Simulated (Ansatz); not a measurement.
MoPd$_{2}$:
```cif
data_Mo2Pd4
_chemical_formula_sum 'Mo2 Pd4'
_space_group_name_H-M_alt 'Immm'
_space_group_IT_number 71
_space_group_name_Hall '-I 2 2'
_cell_length_a 2.74024
_cell_length_b 3.94782
_cell_length_c 8.20873
_cell_angle_alpha 90.000
_cell_angle_beta 90.000
_cell_angle_gamma 90.000
loop_
_atom_site_label
_atom_site_type_symbol
_atom_site_symmetry_multiplicity
_atom_site_Wyckoff_symbol
_atom_site_fract_x
_atom_site_fract_y
_atom_site_fract_z
_atom_site_occupancy
Mo1 Mo 2 a 0.00000 0.00000 0.00000 1
Pd1 Pd 4 i 0.00000 0.00000 0.33448 1
```
(The calculation used a cell of 3 atoms; values per cell refer to that cell.)

Relaxed with r²SCAN.

Which orbitals make up the states near the Fermi level in r²SCAN in the plane-wave PAW code Ansatz?

Within 0.5 eV of the Fermi level: Mo 4d 56 %, Pd 4d 32 %, outside the projected shells 7 %. Projections are on Löwdin-orthogonalised atomic valence shells; empty p or d shells of many metals are not among them.

Tabulate the density of states.

States/eV per cell of 3 atoms, in 0.25 eV bins, energy from the Fermi level.

```tsv
E (eV)	total	Pd 4d	Mo 4d	Mo 5s
-7.85	0.08	0.00	0.00	0.07
-7.60	0.13	0.00	0.00	0.11
-7.35	0.18	0.00	0.00	0.15
-7.10	0.22	0.01	0.00	0.19
-6.85	0.27	0.01	0.01	0.22
-6.60	0.34	0.03	0.01	0.26
-6.35	0.66	0.22	0.08	0.30
-6.10	2.13	1.24	0.40	0.38
-5.85	4.03	2.68	0.75	0.42
-5.60	5.72	4.04	1.04	0.40
-5.35	6.63	4.93	1.21	0.29
-5.10	5.45	4.31	0.90	0.11
-4.85	4.12	3.33	0.62	0.07
-4.60	4.25	3.58	0.54	0.05
-4.35	4.09	3.41	0.55	0.06
-4.10	4.20	3.49	0.55	0.09
-3.85	4.42	3.67	0.55	0.11
-3.60	5.67	4.68	0.72	0.14
-3.35	5.56	4.71	0.56	0.16
-3.10	4.65	3.87	0.51	0.16
-2.85	5.19	4.11	0.82	0.11
-2.60	4.63	3.46	0.90	0.08
-2.35	3.81	2.68	0.90	0.06
-2.10	4.91	3.44	1.19	0.10
-1.85	5.46	3.84	1.26	0.12
-1.60	3.52	2.04	1.08	0.10
-1.35	3.54	1.93	1.15	0.09
-1.10	2.41	1.04	1.10	0.07
-0.85	2.12	0.82	1.08	0.07
-0.60	1.88	0.70	0.95	0.08
-0.35	1.88	0.66	0.97	0.08
-0.10	2.11	0.72	1.15	0.09
0.15	1.75	0.49	1.04	0.08
0.40	1.60	0.44	0.97	0.08
0.65	2.68	0.72	1.79	0.07
0.90	4.05	1.12	2.71	0.07
1.15	3.36	0.82	2.25	0.14
1.40	3.68	0.77	2.48	0.24
1.65	2.52	0.43	1.71	0.18
1.90	1.84	0.26	1.23	0.13
2.15	1.85	0.22	1.19	0.11
2.40	1.19	0.12	0.51	0.10
2.65	1.06	0.10	0.37	0.09
2.90	0.98	0.08	0.30	0.07
3.15	0.88	0.06	0.21	0.06
3.40	0.84	0.05	0.16	0.05
3.65	0.73	0.04	0.11	0.04
3.90	0.65	0.03	0.08	0.03
4.15	0.67	0.03	0.07	0.03
4.40	0.68	0.03	0.07	0.03
4.65	0.69	0.02	0.06	0.03
```

The workflow started from a Materials Project entry (that database holds measured and hypothetical structures alike); the Crystallography Open Database copy checked does not list it. With Mo and Pd taken as one species the cell has the higher symmetry Fm-3m, so it may be an ordered model of a mixed-site phase. Its standing as an ambient phase is unchecked. The r²SCAN relaxation kept the symmetry of its start; its stability against distortions is not shown here. No spin polarisation was allowed. Scalar-relativistic: spin–orbit coupling is off unless named, which matters more the heavier the elements.

Potentials: the later of the program's two PAW sets.
